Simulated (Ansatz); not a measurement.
Trial structures of BaTa3O2: starts and ends

Computed with Ansatz, DFT PBE, scalar-relativistic, plane waves, PAW. All cells share a 420 eV cutoff and Γ-centred k meshes spaced at most about 0.3 Å⁻¹ (about 0.25 or finer for metals, 2π included). No spin polarisation in the final relaxations.

Each guess was relaxed in cell and atoms at zero pressure, within the symmetry of its start. All energies are static (0 K, no zero-point motion). Coordination counts O atoms around Ba and Ta (those within 1.25 times the shortest such distance or 1.15 times the sum of covalent radii, 1.27 where that leaves under three; the shortest distance is added where it exceeds 1.18 times the sum of covalent radii; a slash parts the counts of unlike sites).

```csv
guess,made from,start group,V start (Å³/atom),end group,V end (Å³/atom),coordination at the end,gap on mesh (eV),E over the lowest end (meV/atom)
1,Zr2V3Fe type,R-3m,19.6,R-3m,26.7,"Ba 6 from 3.6 Å, Ta 2",0,245
2,DySi2Rh3 type,P6/mmm,16.7,?,?,?,?,?
3,CeGa2Cu3 type,Cmmm,16.0,Cmmm,18.3,"Ba 8 from 3.9 Å, Ta 4/4 from 3.6 Å",0,0
4,Hf2CuSb3 type,P-4m2,16.3,P-4m2,18.2,"Ba 4, Ta 1/4",0,350
5,random cell,P6/mmm,21.2,P6/mmm,20.5,"Ba 12 from 4.2 Å, Ta 2",0,110
```

Guess 2 as it starts:

```cif
data_structure
_symmetry_space_group_name_H-M 'P6/mmm'
_symmetry_Int_Tables_number 191
_cell_length_a 5.6438
_cell_length_b 5.6438
_cell_length_c 3.6429
_cell_angle_alpha 90.000
_cell_angle_beta 90.000
_cell_angle_gamma 120.000
_cell_volume 100.49
loop_
_atom_site_label
_atom_site_type_symbol
_atom_site_symmetry_multiplicity
_atom_site_Wyckoff_symbol
_atom_site_fract_x
_atom_site_fract_y
_atom_site_fract_z
_atom_site_occupancy
Ba1 Ba 1 a 0.00000 0.00000 0.00000 1
Ta1 Ta 3 g 0.50000 0.00000 0.50000 1
O1 O 2 c 0.33333 0.66667 0.00000 1
```

**Question.** Fill in the missing row: what does this guess relax into, and where does it rank?

**Answer.** It ends in space group P6/mmm (No. 191), with a = 5.548 Å, c = 3.692 Å, 16.4 Å³/atom and no gap. It lies 0.53 eV/atom over the lowest end, above guess 4 and so the highest of the set. Counting O atoms around Ba and Ta, this end has Ba 6, Ta 4 and the lowest (guess 3) has Ba 8 from 3.9 Å, Ta 4/4 from 3.6 Å.

```cif
data_structure
_symmetry_space_group_name_H-M 'P 1'
_symmetry_Int_Tables_number 1
_cell_length_a 5.5483
_cell_length_b 5.5483
_cell_length_c 3.6919
_cell_angle_alpha 90.000
_cell_angle_beta 90.000
_cell_angle_gamma 120.000
_cell_volume 98.42
loop_
_atom_site_label
_atom_site_type_symbol
_atom_site_fract_x
_atom_site_fract_y
_atom_site_fract_z
_atom_site_occupancy
Ba1 Ba 0.00000 0.00000 0.00000 1
Ta1 Ta 0.50000 0.00000 0.50000 1
Ta2 Ta 0.50000 0.50000 0.50000 1
Ta3 Ta 0.00000 0.50000 0.50000 1
O1 O 0.33333 0.66667 0.00000 1
O2 O 0.66667 0.33333 0.00000 1
```

Energies over the elements count from the elements' standard structures at the same level (O₂ as a molecule), with no fitted energy shifts.

**Question.** Is the lowest end bound against the elements?

**Answer.** Yes: its formation energy is −0.60 eV/atom. A negative formation energy is needed for stability but isn't enough: competing phases decide.

These runs have no spin–orbit coupling, which can matter for Ta. In Cmmm, P6/mmm at 20.5 Å³/atom, R-3m, P-4m2, P6/mmm at 16.4 Å³/atom an odd number of electrons in the primitive cell allows no gap without spin; a larger cell or a magnetic state could open one. Cells relaxed within their symmetry can be saddle points. A lower structure may well exist outside this small set. Some types were kept out of the candidates beforehand, so the set may lack a known form.
